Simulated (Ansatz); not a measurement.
# Ti: elastic constants from stress and strain

```
CELL_PARAMETERS angstrom
0.00000 2.03000 2.03000
2.03000 0.00000 2.03000
2.03000 2.03000 0.00000
ATOMIC_POSITIONS crystal
Ti 0.00000 0.00000 0.00000
```

The conventional cell has a = 4.060 Å, b = 4.060 Å, c = 4.060 Å, α = 90.00°, β = 90.00°, γ = 90.00°. Around Ti (atom 1) lie 12 Ti at 2.87 Å.

The cell comes from COD entry 1534878, which wasn't checked; take it as a given geometry.

The calculation used DFT, LDA, all-electron LAPW, scalar-relativistic in Ansatz 0.2.0.

The runs use a Γ-centred 15×15×15 k mesh, Fermi–Dirac smearing of 0.05 eV, basis error target 0.25 meV/atom, no spin polarisation.

The unstrained cell is at -4.82 GPa. Large strains and very small stresses are left out. Each strain is applied once, with fractional coordinates held (clamped ions), and σ below is the change of stress, positive in tension. One finite strain gives stress–strain coefficients at this pressure with an error of the order of the strain times third-order constants, a few per cent for each per cent of strain. In a metal the k mesh adds noise of tens of per cent to soft shears.

(1) With equal xy, yz and zx engineering shear strains of -1 %, the run gives σxy = -0.50 GPa and γxy = 2εxy = -0.0100. Which stiffness follows?

(2) Estimate the stiffness probed by this change, and the stress that it gives: equal xy, yz and zx engineering shear strains of +1 %.

Answers

(1) C44 (clamped ions) = σxy/γxy = 50 GPa.

(2) σxy = 0.49 GPa and γxy = 2εxy = 0.0100, so C44 (clamped ions) = σxy/γxy = 49 GPa.
